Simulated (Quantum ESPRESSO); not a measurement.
# Si3O4FN: one run as intended and one with a planted mistake

A calculation, not a measurement. The program is pw.x of Quantum ESPRESSO 7.5 (plane-wave density functional theory). The cell is made up: 9 atoms on a quartz lattice, with randomly drawn elements, strain and displacements, not relaxed. PseudoDojo standard norm-conserving files (v0.5 for PBE, v0.4.1 for LDA and PBEsol) set the functional; there is no spin polarisation, spin-orbit coupling or dispersion term, and the masses in the input are unused placeholders.

Intended input:

```
&control calculation='scf', pseudo_dir='./dojo.nc.sr.pbe.v0_5.standard.upf', outdir='./o', disk_io='medium', tprnfor=.true., tstress=.true. /
&system ibrav=0, nat=9, ntyp=4, nbnd=30, ecutwfc=84.00895049, nosym=.true., tot_charge=0,
 occupations='smearing', smearing='fd', degauss=0.0018374661
/
&electrons conv_thr=7.350e-09, electron_maxstep=60, /
ATOMIC_SPECIES
F 1.0 F.upf
N 1.0 N.upf
O 1.0 O.upf
Si 1.0 Si.upf
CELL_PARAMETERS angstrom
5.0695 0.0624 -0.0046
-2.4807 4.3269 0.0226
-0.005 0.0257 5.4993
ATOMIC_POSITIONS angstrom
Si 2.3581 0.0321 3.6534
Si -1.1597 2.0478 1.9399
Si 1.4314 2.3224 -0.0007
O 1.4746 1.1865 4.402
O 3.3535 0.6643 2.4893
F 2.8831 2.6175 0.6753
O 0.2412 1.7659 1.1536
N -1.0557 3.155 3.0337
O 0.8696 3.7585 4.8357
K_POINTS automatic
5 5 4 1 1 1
```

The log is shortened where brackets say so; the opening notice, blank lines, dates and the lines on written files are dropped, and the path of the files is cut. It prints rydbergs, bohrs and kilobars, and counts compression as positive stress. Where no state is partly filled, the Fermi energy that it prints is only some level between the filled and the empty states on the mesh, and need not lie in the true gap.

Log of the intended run:

```
     Program PWSCF v.7.5
     Parallel version (MPI & OpenMP), running on       1 processor cores
     Number of MPI processes:                 1
     Threads/MPI process:                     1
     [start-up lines left out]
     bravais-lattice index     =            0
     lattice parameter (alat)  =       9.5807  a.u.
     unit-cell volume          =     819.7665 (a.u.)^3
     number of atoms/cell      =            9
     number of atomic types    =            4
     number of electrons       =        48.00
     number of Kohn-Sham states=           30
     kinetic-energy cutoff     =      84.0090  Ry
     charge density cutoff     =     336.0358  Ry
     scf convergence threshold =      7.3E-09
     mixing beta               =       0.7000
     number of iterations used =            8  plain     mixing
     Exchange-correlation= PBE
                           (   1   4   3   4   0   0   0)
     [axes and pseudopotential details left out]
   Cartesian axes
     site n.     atom                  positions (alat units)
         1        Si     tau(   1) = (   0.4651189   0.0063315   0.7206079  )
         2        Si     tau(   2) = (  -0.2287428   0.4039144   0.3826319  )
         3        Si     tau(   3) = (   0.2823338   0.4580774  -0.0001381  )
         4        O      tau(   4) = (   0.2908547   0.2340289   0.8682641  )
         5        O      tau(   5) = (   0.6614547   0.1310286   0.4909972  )
         6        F      tau(   6) = (   0.5686716   0.5162838   0.1331983  )
         7        O      tau(   7) = (   0.0475750   0.3483116   0.2275396  )
         8        N      tau(   8) = (  -0.2082295   0.6223019   0.5983764  )
         9        O      tau(   9) = (   0.1715226   0.7413382   0.9538084  )
     number of k points=    50  Fermi-Dirac smearing, width (Ry)=  0.0018
                       cart. coord. in units 2pi/alat
        k(    1) = (   0.0979852   0.1727501   0.1145211), wk =   0.0400000
        k(    2) = (   0.0982076   0.1716737   0.3450051), wk =   0.0400000
     [further k points left out]
     Dense  grid:    85275 G-vectors     FFT dimensions: (  60,  60,  64)
     Estimated max dynamical RAM per process >     110.25 MB
     Initial potential from superposition of free atoms
     starting charge      47.9981, renormalised to      48.0000
     Starting wfcs are   36 randomized atomic wfcs
     total cpu time spent up to now is       12.5 secs
     per-process dynamical memory:    68.8 Mb
     Self-consistent Calculation
     iteration #  1     ecut=    84.01 Ry     beta= 0.70
     Davidson diagonalization with overlap
     ethr =  1.00E-02,  avg # of iterations =  3.0
     total cpu time spent up to now is       43.0 secs
     total energy              =    -227.21224073 Ry
     estimated scf accuracy    <       2.68592104 Ry
     iteration #  2     ecut=    84.01 Ry     beta= 0.70
     Davidson diagonalization with overlap
     ethr =  5.60E-03,  avg # of iterations =  3.0
     total cpu time spent up to now is       78.5 secs
     total energy              =    -227.87903362 Ry
     estimated scf accuracy    <       2.28390936 Ry
     [iterations 3 to 10 left out]
     iteration # 11     ecut=    84.01 Ry     beta= 0.70
     Davidson diagonalization with overlap
     ethr =  2.13E-10,  avg # of iterations =  3.6
     total cpu time spent up to now is      373.1 secs
     total energy              =    -228.34598117 Ry
     estimated scf accuracy    <       0.00000002 Ry
     iteration # 12     ecut=    84.01 Ry     beta= 0.70
     Davidson diagonalization with overlap
     ethr =  3.39E-11,  avg # of iterations =  2.0
     total cpu time spent up to now is      408.4 secs
     End of self-consistent calculation
     [lines on levels left out]
     the Fermi energy is     5.3964 ev
!    total energy              =    -228.34598117 Ry
     estimated scf accuracy    <          1.3E-09 Ry
     smearing contrib. (-TS)   =       0.00000000 Ry
     internal energy E=F+TS    =    -228.34598117 Ry
     The total energy is F=E-TS. E is the sum of the following terms:
     one-electron contribution =    -112.87776706 Ry
     hartree contribution      =      81.18274752 Ry
     xc contribution           =     -60.79786365 Ry
     ewald contribution        =    -135.85309798 Ry
     convergence has been achieved in  12 iterations
     Forces acting on atoms (cartesian axes, Ry/au):
     atom    1 type  4   force =    -0.01201850   -0.05986984   -0.06175093
     atom    2 type  4   force =     0.10489008   -0.08746514    0.09729366
     atom    3 type  4   force =    -0.24484002    0.00567485   -0.03890839
     atom    4 type  3   force =     0.02563850    0.02243471    0.02286261
     atom    5 type  3   force =    -0.00946383    0.03611060   -0.03778030
     atom    6 type  1   force =    -0.00945373    0.01731447   -0.02941252
     atom    7 type  3   force =     0.09899561    0.02233844   -0.09349218
     atom    8 type  2   force =    -0.01859928    0.09075096    0.07155151
     atom    9 type  3   force =     0.06485116   -0.04728904    0.06963655
     Total force =     0.383332     Total SCF correction =     0.000048
     Computing stress (Cartesian axis) and pressure
          total   stress  (Ry/bohr**3)                   (kbar)     P=        6.12
  -0.00003023  -0.00017568   0.00042701           -4.45      -25.84       62.82
  -0.00017568  -0.00000269   0.00044374          -25.84       -0.40       65.28
   0.00042701   0.00044374   0.00015772           62.82       65.28       23.20
     init_run     :     11.45s CPU     12.40s WALL (       1 calls)
     electrons    :    368.67s CPU    395.90s WALL (       1 calls)
     forces       :      6.56s CPU      6.64s WALL (       1 calls)
     stress       :     25.12s CPU     25.20s WALL (       1 calls)
     [timing details left out]
     PWSCF        :   6m52.08s CPU   7m21.28s WALL
     JOB DONE.
```

A second run has one planted mistake: the files are those of another functional. The input lines that differ, file-writing options aside:

```
- &control calculation='scf', pseudo_dir='./dojo.nc.sr.pbe.v0_5.standard.upf', outdir='./o', disk_io='medium', tprnfor=.true., tstress=.true. /
+ &control calculation='scf', pseudo_dir='./dojo.nc.sr.lda.v0_4_1.standard.upf', outdir='./o', disk_io='low', tprnfor=.true., tstress=.true. /
```

Its log:

```
     Program PWSCF v.7.5
     Parallel version (MPI & OpenMP), running on       4 processor cores
     Number of MPI processes:                 4
     Threads/MPI process:                     1
     [start-up lines left out]
     bravais-lattice index     =            0
     lattice parameter (alat)  =       9.5807  a.u.
     unit-cell volume          =     819.7665 (a.u.)^3
     number of atoms/cell      =            9
     number of atomic types    =            4
     number of electrons       =        48.00
     number of Kohn-Sham states=           30
     kinetic-energy cutoff     =      84.0090  Ry
     charge density cutoff     =     336.0358  Ry
     scf convergence threshold =      7.3E-09
     mixing beta               =       0.7000
     number of iterations used =            8  plain     mixing
     Exchange-correlation= SLA  PW   NOGX NOGC
                           (   1   4   0   0   0   0   0)
     [axes and pseudopotential details left out]
   Cartesian axes
     site n.     atom                  positions (alat units)
         1        Si     tau(   1) = (   0.4651189   0.0063315   0.7206079  )
         2        Si     tau(   2) = (  -0.2287428   0.4039144   0.3826319  )
         3        Si     tau(   3) = (   0.2823338   0.4580774  -0.0001381  )
         4        O      tau(   4) = (   0.2908547   0.2340289   0.8682641  )
         5        O      tau(   5) = (   0.6614547   0.1310286   0.4909972  )
         6        F      tau(   6) = (   0.5686716   0.5162838   0.1331983  )
         7        O      tau(   7) = (   0.0475750   0.3483116   0.2275396  )
         8        N      tau(   8) = (  -0.2082295   0.6223019   0.5983764  )
         9        O      tau(   9) = (   0.1715226   0.7413382   0.9538084  )
     number of k points=    50  Fermi-Dirac smearing, width (Ry)=  0.0018
                       cart. coord. in units 2pi/alat
        k(    1) = (   0.0979852   0.1727501   0.1145211), wk =   0.0400000
        k(    2) = (   0.0982076   0.1716737   0.3450051), wk =   0.0400000
     [further k points left out]
     Dense  grid:    85275 G-vectors     FFT dimensions: (  60,  60,  64)
     Estimated max dynamical RAM per process >     173.68 MB
     Estimated total dynamical RAM >     632.25 MB
     Initial potential from superposition of free atoms
     starting charge      47.9983, renormalised to      48.0000
     Starting wfcs are   36 randomized atomic wfcs
     total cpu time spent up to now is        2.9 secs
     per-process dynamical memory:   132.8 Mb
     Self-consistent Calculation
     iteration #  1     ecut=    84.01 Ry     beta= 0.70
     Davidson diagonalization with overlap
     ethr =  1.00E-02,  avg # of iterations =  3.0
     total cpu time spent up to now is        8.5 secs
     total energy              =    -227.03372109 Ry
     estimated scf accuracy    <       2.64286024 Ry
     iteration #  2     ecut=    84.01 Ry     beta= 0.70
     Davidson diagonalization with overlap
     ethr =  5.51E-03,  avg # of iterations =  3.0
     total cpu time spent up to now is       13.4 secs
     total energy              =    -227.66394448 Ry
     estimated scf accuracy    <       2.51717304 Ry
     [iterations 3 to 10 left out]
     iteration # 11     ecut=    84.01 Ry     beta= 0.70
     Davidson diagonalization with overlap
     ethr =  6.01E-10,  avg # of iterations =  2.6
     total cpu time spent up to now is       54.4 secs
     total energy              =    -228.18386703 Ry
     estimated scf accuracy    <          8.1E-09 Ry
     iteration # 12     ecut=    84.01 Ry     beta= 0.70
     Davidson diagonalization with overlap
     ethr =  1.68E-11,  avg # of iterations =  2.9
     total cpu time spent up to now is       58.9 secs
     End of self-consistent calculation
     [lines on levels left out]
     the Fermi energy is     4.9015 ev
!    total energy              =    -228.18386703 Ry
     estimated scf accuracy    <          2.6E-09 Ry
     smearing contrib. (-TS)   =       0.00000000 Ry
     internal energy E=F+TS    =    -228.18386703 Ry
     The total energy is F=E-TS. E is the sum of the following terms:
     one-electron contribution =    -112.87628331 Ry
     hartree contribution      =      80.42124665 Ry
     xc contribution           =     -59.87573239 Ry
     ewald contribution        =    -135.85309798 Ry
     convergence has been achieved in  12 iterations
     Forces acting on atoms (cartesian axes, Ry/au):
     atom    1 type  4   force =    -0.00892712   -0.05678073   -0.05757560
     atom    2 type  4   force =     0.10502256   -0.08805588    0.09555758
     atom    3 type  4   force =    -0.23905768    0.00457492   -0.04271652
     atom    4 type  3   force =     0.03755168    0.02496264    0.02984503
     atom    5 type  3   force =    -0.01533476    0.04712992   -0.02956360
     atom    6 type  1   force =    -0.01694021    0.00688649   -0.02444573
     atom    7 type  3   force =     0.08889384    0.03296782   -0.09327777
     atom    8 type  2   force =    -0.00780225    0.08595638    0.06085374
     atom    9 type  3   force =     0.05659393   -0.05764156    0.06132287
     Total force =     0.373955     Total SCF correction =     0.000067
     Computing stress (Cartesian axis) and pressure
          total   stress  (Ry/bohr**3)                   (kbar)     P=      -68.76
  -0.00052975  -0.00017218   0.00042430          -77.93      -25.33       62.42
  -0.00017218  -0.00051842   0.00041970          -25.33      -76.26       61.74
   0.00042430   0.00041970  -0.00035414           62.42       61.74      -52.10
     init_run     :      2.75s CPU      2.89s WALL (       1 calls)
     electrons    :     55.20s CPU     55.99s WALL (       1 calls)
     forces       :      0.80s CPU      0.80s WALL (       1 calls)
     stress       :      2.67s CPU      2.68s WALL (       1 calls)
     [timing details left out]
     PWSCF        :   1m 1.48s CPU   1m 2.47s WALL
     JOB DONE.
```

```
                                            intended run  run with the mistake
                          free energy (eV)     -3106.805             -3104.600
                    smearing term -TS (eV)        0.0000                0.0000
                            pressure (GPa)          0.61                 -6.88
            largest force component (eV/Å)         6.295                 6.146
largest change of a force component (eV/Å)                               0.306
                                iterations            12                    12
```

For scale, a rerun of the intended cell at 1437 eV and a 7 x 7 x 6 mesh moved values by no more than 0.002 eV in energy, 0.02 GPa in stress and 0.002 eV/Å in force. Files of another functional have another zero of energy, so the energy change says nothing on stability.